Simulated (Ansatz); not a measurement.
TePb:
```
CELL_PARAMETERS angstrom
      0.00000     3.26787     3.26787
      3.26787     0.00000     3.26787
      3.26787     3.26787     0.00000
ATOMIC_POSITIONS crystal
  Te 0.00000 0.00000 0.00000
  Pb 0.50000 0.50000 0.50000
```

Relaxed with r²SCAN. Special points in fractions of this cell's reciprocal vectors: Γ (0.000, 0.000, 0.000); X (0.500, 0.000, 0.500); U (0.625, 0.250, 0.625); K (0.375, 0.375, 0.750); L (0.500, 0.500, 0.500); W (0.500, 0.250, 0.750).

Q: List the band energies nearest the valence-band maximum at these points for r²SCAN with spin–orbit coupling in the plane-wave PAW code Ansatz.

A: In eV from the valence-band maximum; about four levels below and three above (degenerate sets whole), none deeper than 8.9 eV; points with the same levels are listed once.

```
k                    below                          above
-  -----------------------  -----------------------------
Γ  -1.13 -1.13 -1.13 -1.13  2.70 2.70 4.87 4.87 4.87 4.87
X  -3.26 -3.26 -2.56 -2.56            3.69 3.69 4.60 4.60
U  -2.63 -2.63 -1.93 -1.93            3.14 3.14 4.24 4.24
L    -0.77 -0.77 0.00 0.00            0.16 0.16 1.52 1.52
W  -3.84 -3.84 -0.48 -0.48  1.65 1.65 5.46 5.46 5.46 5.46
```

Space group Fm-3m (rock salt). Symmetry was held in the r²SCAN relaxation.

Potentials: the earlier of the program's two PAW sets.
